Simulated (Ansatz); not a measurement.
ZrC:
Space group Fm-3m (No. 225); a = b = c = 4.6688 Å, α = β = γ = 90.00°

```json
[
 {"atom": "C", "site": "4a", "symmetry": "m-3m", "x": "0.0000", "y": "0.0000", "z": "0.0000"},
 {"atom": "Zr", "site": "4b", "symmetry": "m-3m", "x": "0.5000", "y": "0.5000", "z": "0.5000"}
]
```
(The calculation used a cell of 2 atoms; values per cell refer to that cell.)

Relaxed with PBEsol.

Question: Decompose the optical modes at the zone centre into irreducible representations, and say which are infrared and Raman allowed.

Answer: Point group m-3m: Γ_opt = T1u. Infrared: T1u. Raman: none.

Question: Assign frequencies (DFPT, the program Ansatz at the PBEsol level (PAW)).

Answer: T1u 444 cm⁻¹.

The cell was relaxed with PBEsol under the symmetry of its start; of distortions, only those at the zone centre were tested. No spin polarisation was allowed. As this level gives no gap, phonon frequencies hold no LO–TO term and depend on the k-mesh and smearing (Fermi–Dirac, 0.1 eV here).

Potentials: the later of the program's two PAW sets.
